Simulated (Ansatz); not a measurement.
Ansatz input

```yaml
crystal:
  lattice:
    - [2.8877572508, 0.0, 0.0]
    - [-1.4438786254, 2.5008711392, 0.0]
    - [0.0, 0.0, 4.884422742]
  atoms:
    - { symbol: Al, position: [0.3333333333, 0.6666666667, 0.25] }
    - { symbol: Al, position: [0.6666666667, 0.3333333333, 0.75] }
hamiltonian:
  xc: blyp
  pseudopotentials:
    kind: paw
    azcp:
      Al: "pseudopotentials/Al.paw.azcp"
basis:
  ecutwfc: 420
  fft_grid_basis: typed
kpoints:
  mp_grid: { grid: [14, 14, 7], shift: [0, 0, 0] }
magnetization:
  spin_polarized: false
scf:
  occupations: { method: fermi_dirac, width: 0.1 }
  lower_state_search: "off"
output:
  stress: true
```

Output

```
Engine: ansatz 0.2.0, x86_64-unknown-linux-gnu
Pseudopotentials: kind: paw
Pseudopotential: Al, paw, valence charge 3, recommended cutoff 420 eV (normal) 
Functional definition: BLYP
  parameter beta = 0.0042
  parameter a = 0.04918
  parameter b = 0.132
  parameter c = 0.2533
  parameter d = 0.349
  exchange = b88_x(beta = beta)
  correlation = lyp_c(a = a, b = b, c = c, d = d)
Crystal: 2 atoms, lattice volume = 35.275 Å³
Basis set: ecut = 420 eV, 701 PW (Γ), exchange–correlation on 40×40×72 points (8 copies of the dense FFT grid, shifted against one another)
Bands: 7, of which v1, the nominal top of the filled ones, is band 3 counted from 1 (2 counted from 0)
Symmetry: 24 space group operations
Space group: P63/mmc (ITA 194), of the structure as read, at distance tolerance 3.3e-5 Å
k-points: 96 of 1372
Non-local potential: Al, projectors of the file, l = 0: 2, l = 1: 2, l = 2: 1
PAW form: soft (Blöchl's): semilocal exchange-correlation on the pseudo side does not see the compensation charge
PAW frozen core: Al, regenerated for the run's functional, and the local potential with it (the file was generated under x = pbe(κ = 0.804, μ = 0.2195149727645171), c = pbe(β = 0.06672455060314922))
PAW one-centre angular grid: Al, 110 points (default); XC on 64 Gauss nodes
Initial density: superposition of atomic densities (neutral atoms: chi_scale 0, normalization atom), corrected by the library's trained network
Initial wavefunctions: pseudopotential atomic-orbital guess
Functional: x = b88, c = lyp
SCF iter   1: F=—  HF=-1080.957971 eV  |F-HF|=—  |Δ(HF+E_count)|=         —  Δρ=5.05e-3  dr2=1.09e-2  ethr=1.77e-3  ⟨swp⟩=5.3  Hψ=5506  notcnv=0
SCF iter   2: F=—  HF=-1080.956823 eV  |F-HF|=—  |Δ(HF+E_count)|=   1.15e-3  Δρ=3.32e-3  dr2=4.85e-3  ethr=1.82e-4  ⟨swp⟩=1.0  Hψ=1440  notcnv=0
SCF iter   3: F=—  HF=-1080.956128 eV  |F-HF|=—  |Δ(HF+E_count)|=   6.95e-4  Δρ=1.83e-4  dr2=1.20e-5  ethr=8.08e-5  ⟨swp⟩=1.0  Hψ=672  notcnv=0
SCF iter   4: F=—  HF=-1080.956113 eV  |F-HF|=—  |Δ(HF+E_count)|=   1.52e-5  Δρ=1.79e-5  dr2=8.70e-8  ethr=2.00e-7  ⟨swp⟩=2.0  Hψ=966  notcnv=0
iter 5 did not close the SCF: its close was put off for the readings that it lacked (scf_convergence_deferred on its scf_iter line)
SCF iter   5: F=-1080.956113 eV  HF=-1080.956113 eV  |F-HF|=5.86e-9  |Δ(HF+E_count)|=   1.08e-7  Δρ=3.49e-6  dr2=2.68e-9  ethr=1.45e-9  ⟨swp⟩=2.1  Hψ=974  notcnv=0
SCF iter   6: F=-1080.956113 eV  HF=-1080.956113 eV  |F-HF|=4.84e-11  |Δ(HF+E_count)|=   6.89e-9  Δρ=3.20e-7  dr2=2.64e-11  ethr=4.46e-11  ⟨swp⟩=1.2  Hψ=1958  notcnv=0
SCF 1 converged in 6 iterations: F = -1080.956113 eV  dr2 = 2.64e-11
SCF converged after 6 iterations
Free energy (F): -1080.956113 eV
Harris-Foulkes:  -1080.956113 eV  (|F-HF|=4.84e-11)
Internal energy: -1080.928733 eV  (E = F + TS)
E sigma→0 (E₀):  -1080.942423 eV
Entropy (-TS):   -0.027380 eV (-13.690 meV/atom)
Fermi energy:    7.718621 eV
--- Per-component energies (eV) ---
  E_band       = 21.029688
  E_kinetic    = 43.702013
  E_local      = 16.339912  (includes V_loc(G=0)·N_el)
  E_nonlocal   = 22.186493
  E_hartree    = 0.212980
  E_xc         = -76.068782
  E_vxc        = -53.697327  (∫ρ·V_xc dr)
  E_paw        = -943.555977  (= ΣΔE_a)
  E_vpaw       = -7.927356  (= ΣTr[D̂ρ^β])
  E_aug_tail   = -0.000005  (compensation charges beyond the density's cutoff)
  E_ewald      = -143.769502
  E_core_change = 0.024135  (= ΣΔE_core)
  E_smearing   = -0.027380  (= −TS)
  E_closure    = 0.000000  (closes the sum)
  Σ components = -1080.956113   (vs F -1080.956113, Δ=0.00e0)
--- Stress (GPa, compression-positive) ---
       -0.343730       0.000000       0.000000
       -0.000000      -0.343730       0.000000
        0.000000       0.000000       0.961614
  P = ⅓ Tr σ = 0.0914 GPa (0.914 kbar)
```
